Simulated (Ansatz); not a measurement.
Relaxed-ion elastic tensor of GaNi3C (anti-perovskite, Pm-3m) in GPa (Voigt order), the program Ansatz at the PBEsol level (PAW); density 8.23 g/cm³, 10.41 Å³ per atom.

```
 398   133   133   0.0   0.0   0.0
 133   398   133   0.0   0.0   0.0
 133   133   398   0.0   0.0   0.0
 0.0   0.0   0.0  46.0   0.0   0.0
 0.0   0.0   0.0   0.0  46.0   0.0
 0.0   0.0   0.0   0.0   0.0  46.0
```

Problem. Is the crystal mechanically stable?

Solution. Yes: the smallest eigenvalue of C is 46.0 GPa.

Problem. Work out the Voigt, Reuss and Hill averages.

Solution. K_V = 222, K_R = 222, K_H = 222; G_V = 80.6, G_R = 62.3, G_H = 71.5 GPa.

Problem. Give Young's modulus, Poisson's ratio, Pugh's ratio and the universal anisotropy index.

Solution. E = 9KG/(3K + G) = 194 GPa; ν = 0.35; K/G = 3.10 (ductile by the Pugh limit of 1.75); A_U = 5G_V/G_R + K_V/K_R − 6 = 1.47.

Problem. Estimate the sound speeds and the Debye temperature.

Solution. v_l = √((K + 4G/3)/ρ) = 6210 m/s, v_t = √(G/ρ) = 2950 m/s, mean 3320 m/s; Θ = (h/k)(3n/4πV)^(1/3) v_m = 452 K.

Problem. Give the Zener ratio and Young's modulus along [100], [110] and [111].

Solution. A = 2C44/(C11 − C12) = 0.35; 1/E = S11 − 2(S11 − S12 − S44/2)Γ with Γ = 0, 1/4, 1/3 gives 331, 152, 129 GPa.

Problem. Solve the Christoffel equation for the three sound speeds along [100], [110], [111].

Solution. Eigenvalues of C_ijkl n_j n_l equal ρv². In km/s, slowest first: [100] 2.37, 2.37, 6.96; [110] 2.37, 4.01, 6.16; [111] 3.55, 3.55, 5.87.

A made-up cell: these elements were put on the sites of a structure type; the Crystallography Open Database copy checked does not list it. Its standing as an ambient phase is unchecked. The cell was relaxed with PBEsol under the symmetry of its start; its stability against distortions is not shown here. The workflow began spin-polarised and lost its moments. As this level gives no gap, shear constants depend on the k-mesh and smearing (Fermi–Dirac, 0.1 eV here).

Potentials: the later of the program's two PAW sets.
